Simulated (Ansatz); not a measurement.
A distorted cell of Ni (fcc, Cu type):

```xyz
1
Lattice="0.0000 1.6985 1.6985 1.6985 0.0000 1.6985 1.6985 1.6985 0.0000" Properties=species:S:1:pos:R:3 pbc="T T T"
Ni     0.0000     0.0000     0.0000
```

These are PBE (plane waves to 420 eV, PAW, scalar-relativistic; Ansatz, a first-principles code) values and carry that method's errors. k mesh 23×23×23 (Γ-centred), Fermi-Dirac smearing 0.05 eV. E stands for the smeared free energy. Stress and pressure are positive under compression. Ni was relaxed with its symmetry unable to fall. Relaxed Ni ends ferromagnetic. The magnetic order is the one the run started from; other orders were not tried.

Question: What is the stress tensor (GPa)?

Answer: 
```
   27.1      0.0      0.0
    0.0     27.1      0.0
    0.0      0.0     27.1
```
The pressure, a third of the trace, is 27.1 GPa.

Question: It is the relaxed cell scaled evenly to V/V₀ = 0.900, atoms relaxed where free. What is its energy relative to the relaxed cell?

Answer: 83 meV/atom.

(A scan under strain: stresses follow from slopes of the energy per volume, elastic moduli from its curvatures.)
